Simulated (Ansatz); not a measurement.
Al2Au (MoSi2 or CaC2 type, I4/mmm) at seven volumes, plane-wave PAW PBEsol (Ansatz code), shape and atoms relaxed at each. One row is withheld.

```
V (Å³/atom)  P (GPa)
-----------  -------
15.199             ?
15.700          7.35
16.201          3.36
16.703          0.01
17.204         -2.78
17.705         -5.09
18.206         -6.93
```

Task: Fit the shown pressures and predict the withheld one.

Result: Third-order Birch–Murnaghan: P = (3/2)B₀(x^(7/2) − x^(5/2))[1 + (3/4)(B′ − 4)(x − 1)] with x = (V₀/V)^(2/3). Least squares on the six rows gives V₀ = 16.703 Å³/atom, B₀ = 101.1 GPa, B′ = 5.25. At V = 15.199, x = 1.0649 and P = 12.22 GPa. The run itself gave 12.08 GPa.

A made-up cell: these elements were put on the sites of a structure type; neither database checked (COD, Materials Project) lists it. COD files the formula under space group No. 225. Its standing as an ambient phase is unchecked. The PBEsol relaxation kept the symmetry of its start; whether a distortion lowers the energy is not shown. Spin–orbit coupling is left out wherever it is not named.

Potentials: the later of the program's two PAW sets.
